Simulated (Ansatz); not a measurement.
**W: random displacements**

These are results of DFT PBEsol, scalar-relativistic, plane waves, PAW in Ansatz 0.2.0, not measurements. Cutoff 420 eV, Γ-centred 10×10×10 k-points, Gaussian smearing of 0.15 eV. Spin–orbit coupling is left out, which can shift energies with elements as heavy as these. No spin polarisation. Energies are free energies at this smearing, counted from the undisturbed cell; pressure is positive in compression.

Reference structure (as given, not relaxed at this level; this fcc form isn't the usual structure):

```
W
1.0
    -4.06000    4.06000    0.00000
     0.00000    4.06000   -4.06000
    -4.06000    0.00000   -4.06000
W
8
Cartesian
  -2.0300 2.0300 -4.0600
  -2.0300 0.0000 -2.0300
  0.0000 2.0300 -2.0300
  0.0000 0.0000 0.0000
  -4.0600 4.0600 -4.0600
  -4.0600 2.0300 -2.0300
  -2.0300 4.0600 -2.0300
  -2.0300 2.0300 0.0000
```

The atoms are displaced (Å, in the unstrained cell):

```
atom ux uy uz
  W1  -0.090   0.102  -0.025
  W2  -0.043   0.009   0.014
  W3   0.010  -0.018   0.096
  W4  -0.061   0.048  -0.056
  W5   0.092  -0.033   0.005
  W6   0.081  -0.085  -0.020
  W7   0.051  -0.015  -0.072
  W8  -0.040  -0.009   0.058
```

Strain (Voigt, engineering shear): (0.0031, -0.0068, 0.0181, 0.0414, 0.0092, -0.0167).

Problem. What are the energy change, the stress and the forces?

Solution. ΔE = 78.4 meV/atom; stress (xx, yy, zz, yz, xz, xy; compression positive) (-12.96, -15.18, -9.76, 3.72, 0.82, -0.03) GPa.
| atom | Fx (eV/Å) | Fy | Fz |
| --- | --- | --- | --- |
| W1 | 1.94 | -1.62 | -0.21 |
| W2 | 1.01 | -0.08 | -1.55 |
| W3 | -0.90 | -0.44 | -1.46 |
| W4 | 0.96 | -1.06 | -0.20 |
| W5 | -2.24 | 1.11 | 0.73 |
| W6 | -0.81 | 0.63 | 0.99 |
| W7 | 0.19 | 0.26 | 1.70 |
| W8 | -0.14 | 1.22 | 0.00 |

Cost: 1 run of about 8.1 core-minutes, on Arm Neoverse V2 (shared hosts).